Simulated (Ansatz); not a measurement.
CdAu:
```
CdAu
1.0
    4.83216     0.00000     0.00000
    0.00000     3.16261     0.00000
    0.00000     0.00000     4.91751
Cd Au
2 2
Direct
  0.25000   0.00000   0.29589
  0.75000   0.00000   0.70411
  0.25000   0.50000   0.80043
  0.75000   0.50000   0.19957
```

Relaxed with r²SCAN. Special points in fractions of this cell's reciprocal vectors: Γ (0.000, 0.000, 0.000); X (0.500, 0.000, 0.000); S (0.500, 0.500, 0.000); Y (0.000, 0.500, 0.000); Z (0.000, 0.000, 0.500); U (0.500, 0.000, 0.500); R (0.500, 0.500, 0.500); T (0.000, 0.500, 0.500).

**Question.** List the band energies nearest the Fermi level at these points for r²SCAN in the plane-wave PAW code Ansatz.

**Answer.** In eV from the Fermi level; about four levels below and three above (degenerate sets whole), none deeper than 8.9 eV; points with the same levels are listed once.

```csv
k,below,above
Γ,-3.80 -1.79 -1.60 -0.40,1.79 4.61 4.92
X,-4.31 -4.31 -3.91 -3.91,0.24 0.24 2.26 2.26
S,-1.45 -1.45 -1.17 -1.17,4.75 4.75 5.23 5.23
Y,-4.16 -3.60 -3.26 -2.15,2.11 2.75 3.80
Z,-4.36 -4.25 -4.16 -3.79,1.11 1.44 1.78
U,-3.96 -3.96 -3.11 -3.11,9.81 9.81 10.06 10.06
R,-1.42 -1.42 -1.19 -1.19,0.69 0.69 2.57 2.57
T,-1.64 -1.58 -1.32 -0.85,4.41 4.99 5.24
```

Space group Pmma. The workflow started from an entry of the Crystallography Open Database (COD), which files this formula under 4 space groups. Whether it is the stable phase at ambient conditions was not checked. The r²SCAN relaxation kept the symmetry of its start; its stability against distortions is not shown here. Spin–orbit coupling is left out wherever it is not named.

Potentials: the later of the program's two PAW sets.
